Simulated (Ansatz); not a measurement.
A geometry of AlNi away from equilibrium: step 2 of the relaxation of a generated cell, AlNi built in the AFLOW prototype AB_tP4_129_c_c (B11, as in TiCu). All values below come from PBE (plane waves to 420 eV, PAW, scalar-relativistic; Ansatz, a quantum-chemistry and plane-wave program). Γ-centred k-mesh 11×11×6 on the run's cell (coarser than for final values), Fermi–Dirac smearing 0.05 eV. The plane waves were selected for a different cell earlier on the path.

```
CELL_PARAMETERS angstrom
      3.00833     0.00000     0.00000
      0.00000     3.00833     0.00000
      0.00000     0.00000     5.63185
ATOMIC_POSITIONS crystal
  Al 0.50000 0.00000 0.65930
  Al 0.00000 0.50000 0.34070
  Ni 0.50000 0.00000 0.10847
  Ni 0.00000 0.50000 0.89153
```
Spin-polarised start, with parallel moments on Ni.

Give the Cartesian forces on all atoms (eV/Å).


```tsv
atom	Fx	Fy	Fz
Al1	0.00	0.00	0.56
Al2	0.00	0.00	-0.56
Ni3	0.00	0.00	1.52
Ni4	0.00	0.00	-1.52
```

The path ends in P4/nmm (No. 129) (AFLOW prototype AB_tP4_129_c_c (B11, as in TiCu)). No spin polarisation in the result: the starting moments vanished. A magnetic state may lie lower.

The run could not lower the symmetry of its start; a shaken copy of this end point relaxes with PBE to Pmmn (No. 59), 0.02 eV/atom lower.

The end of the path is a generated cell of AlNi: the first start was made by placing the elements on the sites of a structure type, and the end was not matched to a known phase here, so it may be hypothetical. Known forms of AlNi include space group No. 221.
